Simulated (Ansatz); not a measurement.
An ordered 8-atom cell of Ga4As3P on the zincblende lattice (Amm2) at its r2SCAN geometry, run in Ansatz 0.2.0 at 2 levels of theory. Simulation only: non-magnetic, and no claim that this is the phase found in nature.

The PBE+SOC input:
```yaml
crystal:
  lattice:
    - [3.9703331044, 0.0, 0.0]
    - [0.0, 3.9689306256, 5.6082376746]
    - [0.0, -3.9689306256, 5.6082376746]
  atoms:
    - { symbol: P, position: [0.0, -4.02676e-05, -4.02676e-05] }
    - { symbol: As, position: [0.5, -0.0002478565, 0.5001667184] }
    - { symbol: As, position: [0.5, 0.5001667184, -0.0002478565] }
    - { symbol: As, position: [0.0, 0.5001865662, 0.5001865662] }
    - { symbol: Ga, position: [0.5, 0.8794828451, 0.8794828451] }
    - { symbol: Ga, position: [0.0, 0.8778076202, 0.3678915179] }
    - { symbol: Ga, position: [0.0, 0.3678915179, 0.8778076202] }
    - { symbol: Ga, position: [0.5, 0.3747528564, 0.3747528564] }
kpoints:
  mp_grid: { grid: [6, 4, 4] }
  band_path:
    path:
      - [0.0, 0.0, 0.0]
      - [0.0, 0.5, 0.5]
      - [0.0, 0.6247913874, 0.3752086126]
      - [0.0, 0.3752086126, -0.3752086126]
      - [0.5, 0.0, 0.0]
      - [0.5, 0.3752086126, -0.3752086126]
      - [0.5, 0.6247913874, 0.3752086126]
      - [0.5, 0.5, 0.5]
      - [0.0, 0.5, 0.0]
    npoints: 1
hamiltonian:
  xc: pbe
scf:
  occupations: { method: fermi_dirac, width: 0.02 }
  n_extra_bands: 12
magnetization:
  noncollinear: true
  spin_orbit: true
output:
  forces: true
  stress: true
  eigenvalues: true
```

Main results, then, where recorded, the levels near the gap in eV from the Fermi energy (columns number the bands from 0), one row a point of the path (Γ, Y, C₀, Σ₀, Z, A₀, E₀, T, S):
```
Crystal: 8 atoms, lattice volume = 176.749 Å³
Symmetry: 4 space group operations + 4 with time reversal
Magnetic group: BNS 38.188 (UNI 286)
```
```
Basis set: ecut = 420 eV, 3439 PW (Γ)
Bands: 114, of which v1, the nominal top of the filled ones, is band 102 counted from 1 (101 counted from 0)
k-points: 28 of 96 (time reversal used)
Free energy (F): -30459.708031 eV
Fermi energy:    8.332616 eV
--- Forces (eV/Å), atoms counted from 1 ---
  atom   1  P       0.00000      0.00000    -0.00991
  atom   2  As      0.00000    -0.01833      0.00018
  atom   3  As      0.00000      0.01833      0.00018
  atom   4  As      0.00000      0.00000      0.01358
  atom   5  Ga      0.00000      0.00000      0.05155
  atom   6  Ga      0.00000      0.03771    -0.02841
  atom   7  Ga      0.00000    -0.03771    -0.02841
  atom   8  Ga      0.00000      0.00000      0.00126
--- Stress (GPa, compression-positive) ---
        2.704992       0.000000       0.000000
        0.000000       2.688726       0.000000
        0.000000       0.000000       2.673374
  P = ⅓ Tr σ = 2.6890 GPa (26.890 kbar)
```

The PBE+SOC gap is direct at Γ: 0.65 eV.

Q: Another run on the same cell gave
```
Basis set: ecut = 420 eV, 3439 PW (Γ)
Bands: 57, of which v1, the nominal top of the filled ones, is band 51 counted from 1 (50 counted from 0)
k-points: 9 of 16
hybrid outer 1: dexx = +5.884e-2 eV, tail = 3.03e-4 eV
hybrid outer 2: dexx = +1.233e-5 eV, tail = 2.33e-7 eV, Δε = 5.21e-3 eV, ΔF = 3.20e-3 eV/Å
hybrid outer 3: dexx = +4.858e-9 eV, tail = 2.42e-9 eV, Δε = 1.22e-4 eV, ΔF = 2.17e-4 eV/Å
Free energy (F): -30465.315585 eV
Fermi energy:    7.169446 eV
--- Forces (eV/Å), atoms counted from 1 ---
  atom   1  P       0.00000      0.00000      0.03320
  atom   2  As      0.00000    -0.00837      0.05011
  atom   3  As      0.00000      0.00837      0.05011
  atom   4  As      0.00000      0.00000      0.05693
  atom   5  Ga      0.00000      0.00000    -0.04396
  atom   6  Ga      0.00000    -0.00417    -0.04745
  atom   7  Ga      0.00000      0.00417    -0.04745
  atom   8  Ga      0.00000      0.00000    -0.05151
--- Stress (GPa, compression-positive) ---
        0.781994       0.000000       0.000000
        0.000000       0.530490       0.000000
        0.000000       0.000000      -0.160521
  P = ⅓ Tr σ = 0.3840 GPa (3.840 kbar)
```
```tsv
band_47	band_48	band_49	band_50	band_51	band_52	band_53
-1.137	-0.046	-0.005	0.000	2.306	2.549	2.562
-1.762	-1.744	-1.412	-1.233	3.245	3.438	4.178
-1.852	-1.807	-1.681	-0.733	3.587	3.902	3.977
-1.852	-1.807	-1.681	-0.733	3.587	3.902	3.977
-3.684	-3.597	-1.531	-1.227	4.187	4.438	6.090
-2.302	-2.083	-1.478	-1.468	2.947	3.097	3.337
-2.302	-2.083	-1.478	-1.468	2.947	3.097	3.337
-1.444	-1.259	-1.244	-1.135	2.505	2.547	2.619
-0.938	-0.890	-0.616	-0.596	2.917	3.179	3.511
```
Which level of theory and mesh gave it?

A: It is PBE0, judged by the exchange loop and the size of the gap (a near hybrid could fit too), on 4×2×2; the blocks that differ from the first input, but for the band path:
```yaml
kpoints:
  mp_grid: { grid: [4, 2, 2] }
hamiltonian:
  xc: pbe0
scf:
  occupations: { method: fixed }
  n_extra_bands: 6
```
(magnetization left out)
The PBE0 gap is direct at Γ: 2.31 eV. With the atoms held, the mean pressure is +0.4 GPa (compression positive). (The program warns that its thresholds are loose for a hybrid's stress.)

The hybrids run on coarser meshes, which limits their stresses and small splittings of levels.

Totals of different functionals, or with and without spin-orbit coupling, can't be compared.

Only the levels marked +SOC include spin-orbit coupling.

The meshes of the hybrids are coarse, so their gaps aren't converged to the digits shown.
